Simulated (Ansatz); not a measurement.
SrAgSF:
```yaml
crystal:
  lattice:
    - [3.98251, 0.00000, 0.00000]
    - [0.00000, 3.98251, 0.00000]
    - [0.00000, 0.00000, 8.76814]
  atoms:
    - { symbol: Sr, position: [0.00000, 0.50000, 0.84240] }
    - { symbol: Sr, position: [0.50000, 0.00000, 0.15760] }
    - { symbol: Ag, position: [0.50000, 0.50000, 0.50000] }
    - { symbol: Ag, position: [0.00000, 0.00000, 0.50000] }
    - { symbol: S, position: [0.00000, 0.50000, 0.30645] }
    - { symbol: S, position: [0.50000, 0.00000, 0.69355] }
    - { symbol: F, position: [0.50000, 0.50000, 0.00000] }
    - { symbol: F, position: [0.00000, 0.00000, 0.00000] }
```

Cartesian axes are those of the cell as given.

**Question.** Give the high-frequency dielectric tensor and the Born effective charge tensors of the independent atoms from DFPT, LDA in the plane-wave PAW code Ansatz.

**Answer.** 
ε∞:
```
5.92  0.00  0.00
0.00  5.92  0.00
0.00  0.00  4.55
```
Z* of atom 1 (Sr), rows: field, columns: displacement, in e:
```
2.68  0.00  0.00
0.00  2.68  0.00
0.00  0.00  3.22
```
Z* of atom 3 (Ag), rows: field, columns: displacement, in e:
```
1.13  0.00  0.00
0.00  1.13  0.00
0.00  0.00  0.48
```
Z* of atom 5 (S), rows: field, columns: displacement, in e:
```
-2.42   0.00   0.00
 0.00  -2.42   0.00
 0.00   0.00  -1.42
```
Z* of atom 7 (F), rows: field, columns: displacement, in e:
```
-1.39   0.00   0.00
 0.00  -1.39   0.00
 0.00   0.00  -2.29
```

Space group P4/nmm. The first step of the workflow began from a Materials Project structure, measured or hypothetical; the Crystallography Open Database copy checked does not list it. Whether it is the stable phase at ambient conditions was not checked. The cell was relaxed with LDA under the symmetry of its start; its stability against distortions is not shown here. The run is not spin-polarised. Scalar-relativistic: spin–orbit coupling is off unless named, which matters more the heavier the elements.

Potentials: the later of the program's two PAW sets.
